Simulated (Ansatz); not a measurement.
TePb:
```xyz
2
Lattice="0.0000 3.2844 3.2844 3.2844 0.0000 3.2844 3.2844 3.2844 0.0000" Properties=species:S:1:pos:R:3 pbc="T T T"
Pb     0.0000     0.0000     0.0000
Te     3.2844     3.2844     3.2844
```

Relaxed with PBE.

Question: Map the electron localisation function on the plane through (0.000, 0.000, 0.000) spanned by u = [1, 0, 0] and v = [0, 1, -1] in lattice vectors, from plane-wave PAW PBE (Ansatz code).

Answer: x is the fraction of u, y of v (the angle between them is 90°; rows are the nearest grid lines); atoms in the plane: Pb at (0.00, 0.00), Te at (0.50, 0.50).
```
y \ x   0.000  0.0870  0.174  0.261  0.348  0.435  0.565  0.652  0.739  0.826  0.913   1.00
------  -----  ------  -----  -----  -----  -----  -----  -----  -----  -----  -----  -----
1.00    0.009   0.043  0.418  0.336  0.148  0.068  0.068  0.148  0.336  0.418  0.043  0.009
0.913   0.043   0.197  0.434  0.297  0.163  0.168  0.168  0.163  0.297  0.434  0.197  0.043
0.826   0.418   0.434  0.338  0.252  0.362  0.565  0.565  0.362  0.252  0.338  0.434  0.418
0.783   0.417   0.377  0.280  0.298  0.557  0.672  0.672  0.557  0.298  0.280  0.377  0.417
0.696   0.253   0.221  0.272  0.588  0.625  0.528  0.528  0.625  0.588  0.272  0.221  0.253
0.609   0.090   0.153  0.480  0.652  0.494  0.215  0.215  0.494  0.652  0.480  0.153  0.090
0.522   0.061   0.184  0.604  0.596  0.369  0.015  0.015  0.369  0.596  0.604  0.184  0.061
0.478   0.061   0.184  0.604  0.596  0.369  0.015  0.015  0.369  0.596  0.604  0.184  0.061
0.391   0.090   0.153  0.480  0.652  0.494  0.215  0.215  0.494  0.652  0.480  0.153  0.090
0.304   0.253   0.221  0.272  0.588  0.625  0.528  0.528  0.625  0.588  0.272  0.221  0.253
0.217   0.417   0.377  0.280  0.298  0.557  0.672  0.672  0.557  0.298  0.280  0.377  0.417
0.174   0.418   0.434  0.338  0.252  0.362  0.565  0.565  0.362  0.252  0.338  0.434  0.418
0.0870  0.043   0.197  0.434  0.297  0.163  0.168  0.168  0.163  0.297  0.434  0.197  0.043
0.000   0.009   0.043  0.418  0.336  0.148  0.068  0.068  0.148  0.336  0.418  0.043  0.009
```

The density is the valence pseudo-density with augmentation charge, so density and ELF within about 1 Å of a nucleus are not all-electron values.

Space group Fm-3m (rock salt). Symmetry was held in the PBE relaxation; of distortions, only those at the zone centre were tested. Spin–orbit coupling is left out wherever it is not named.

Potentials: the later of the program's two PAW sets.
